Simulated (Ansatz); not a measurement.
LaH3O3:
```cif
data_H6La2O6
_chemical_formula_sum 'La2 H6 O6'
_space_group_name_H-M_alt 'P63/m'
_space_group_IT_number 176
_space_group_name_Hall '-P 6c'
_cell_length_a 6.38995
_cell_length_b 6.38995
_cell_length_c 3.74766
_cell_angle_alpha 90.000
_cell_angle_beta 90.000
_cell_angle_gamma 120.000
loop_
_atom_site_label
_atom_site_type_symbol
_atom_site_symmetry_multiplicity
_atom_site_Wyckoff_symbol
_atom_site_fract_x
_atom_site_fract_y
_atom_site_fract_z
_atom_site_occupancy
La1 La 2 d 0.66667 0.33333 0.25000 1
H1 H 6 h 0.14562 0.27659 0.25000 1
O1 O 6 h 0.08039 0.38614 0.25000 1
```

Relaxed with LDA.

### Question
Give the optical modes at the zone centre with their infrared and Raman activity from DFPT, DFT-LDA in the program Ansatz with PAW potentials.

### Answer
Transverse frequencies, without the LO–TO term; a row sums one degenerate level.

```csv
ω (cm⁻¹),degeneracy,IR ((D/Å)²/amu),Raman (Å⁴/amu),activity
251i,1,70.96,0,IR
100,2,0.00,23,Raman
111,1,0.00,0,silent
137,2,0.00,1.4,Raman
187,1,0.00,0,silent
225,2,0.00,0,silent
244,2,0.00,0.54,Raman
259,1,6.13,0,IR
272,2,45.34,0,IR
283,1,0.00,0,silent
293,1,0.00,15,Raman
328,2,0.57,0,IR
347,1,0.00,22,Raman
355,2,0.00,130,Raman
358,2,0.00,22,Raman
450,1,0.00,0,silent
526,2,0.00,0,silent
634,1,0.00,0,silent
653,2,25.56,0,IR
668,1,0.00,0,silent
669,2,0.00,1.3,Raman
718,1,0.00,33,Raman
3607,1,0.00,4200,Raman
3618,2,31.25,0,IR
3619,1,0.00,0,silent
3620,2,0.00,520,Raman
```

### Question
How high does the top mode go among those that the LO–TO term moves?

### Answer
3628 cm⁻¹ for q along x, 3628 cm⁻¹ for q along y, 532 cm⁻¹ for q along z.

Space group P6_3/m. The workflow started from a Materials Project entry (that database holds measured and hypothetical structures alike); the Crystallography Open Database copy checked does not list it. Its standing as an ambient phase is unchecked. The LDA relaxation kept the symmetry of its start. At this level the phase is dynamically unstable (imaginary phonons). Scalar-relativistic: spin–orbit coupling is off unless named, which matters more the heavier the elements.

Potentials: the later of the program's two PAW sets.
